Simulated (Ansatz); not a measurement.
Generalised stacking fault of MgSe (rock salt) on the {100} plane. The cell below holds the perfect crystal with the plane normal along z; tilting its third vector by the shift puts one fault into each cell, between planes 2.75 Å apart, at fixed cell height.

```xyz
6
Lattice="3.8950 0.0000 0.0000 0.0000 3.8950 0.0000 1.9475 1.9475 8.2626" Properties=species:S:1:pos:R:3 pbc="T T T"
Se     1.6229     1.6229     6.8855
Se     1.6229     1.6229     1.3771
Se     3.5704     3.5704     4.1313
Mg     3.5704     3.5704     6.8855
Mg     3.5704     3.5704     1.3771
Mg     1.6229     1.6229     4.1313
```

In-plane vectors a = (3.895, 0.000) Å, b = (0.000, 3.895) Å, area 15.17 Å². The shift is s times the vector a + b (length 5.508 Å), so s = 1 restores the start. Atoms relax along the normal only. γ = [E(shift) − E(0)] / area.

Computed with PBE (plane waves to 420 eV, PAW, scalar-relativistic; Ansatz, a quantum-chemistry and plane-wave program). k mesh 7×7×7 (Γ-centred), Fermi-Dirac smearing 0.05 eV. Energies are extrapolated to zero smearing. As the smearing reaches across the gap at some points, the k mesh leaves noise in γ, roughly 0.02 J/m² as judged from a few cases. Faults lie only 8.3 Å apart, and holding the cell height raises γ above its relaxed value. MgSe was relaxed with its symmetry unable to fall. γ is measured from zero shift. The last digit holds for this mesh only.

```
s      γ (J/m²)
-----  --------
0.000      0.00
0.083      0.11
0.167      0.45
0.250      0.91
0.333  withheld
0.417      1.62
0.500      1.72
0.583      1.62
0.667  withheld
0.750      0.91
0.833      0.45
0.917      0.11
```

**Question.** Fit a Fourier form (three harmonics of 1 − cos and sin) to the given rows and predict γ at s = 0.333.

**Answer.** Least squares on the 10 given rows: γ = (0.870)·[1 − cos(2πs)] + (0.026)·[1 − cos(4πs)] + (-0.013)·[1 − cos(6πs)], in J/m²; root-mean-square residual 0.004 J/m². At 0.333 the fit gives 1.34 J/m²; the calculation gives 1.33 J/m², so the interpolation is off by 0.01 (+0.8 %). 

(The slope of γ gives the shear force per area between the displaced halves; near zero shift its curvature is an elastic stiffness.)
